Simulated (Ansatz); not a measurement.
Cu Kα1 powder pattern (kinematic, no thermal factors).
2θ (°) (relative intensity): 14.64 (11, 1 0 0), 20.77 (14, 1 1 0), 25.51 (100, 1 1 1), 29.54 (6, 2 0 0), 33.12 (11, 2 1 0), 36.38 (7, 2 1 1), 42.26 (71, 2 2 0), 44.96 (4, 3 0 0), 47.54 (3, 3 1 0), 50.01 (46, 3 1 1), 52.40 (2, 2 2 2), 56.96 (4, 3 2 1), 61.30 (11, 4 0 0), 63.40 (3, 4 1 0), 65.47 (2, 4 1 1), 67.50 (18, 3 3 1), 69.50 (2, 4 2 0), 71.47 (2, 4 2 1), 77.27 (23, 4 2 2), 79.18 (1, 4 3 0), 81.06 (2, 5 1 0), 82.94 (13, 5 1 1), 86.68 (2, 5 2 0), 88.55 (1, 5 2 1)

The pattern is computed from a structure relaxed with DFT PBE, scalar-relativistic, plane waves, PAW in Ansatz 0.2.0. No spin polarisation. Its elements are Cd, Mg, Se.

Task: Give the structure.

Result: Mg3CdSe4.
Space group P-43m (No. 215). a = 6.044 Å, b = 6.044 Å, c = 6.044 Å, α = 90.00°, β = 90.00°, γ = 90.00°
| atom | site | symmetry | x | y | z |
| --- | --- | --- | --- | --- | --- |
| Mg | 3c | -42.m | 0.0000 | 0.5000 | 0.5000 |
| Cd | 1a | -43m | 0.0000 | 0.0000 | 0.0000 |
| Se | 4e | .3m | 0.2556 | 0.2556 | 0.7444 |

A pattern alone doesn't exclude other cells with like lines; this is the one computed.

It was reached by relaxing an invented guess, and it needn't be the stable form of this composition.
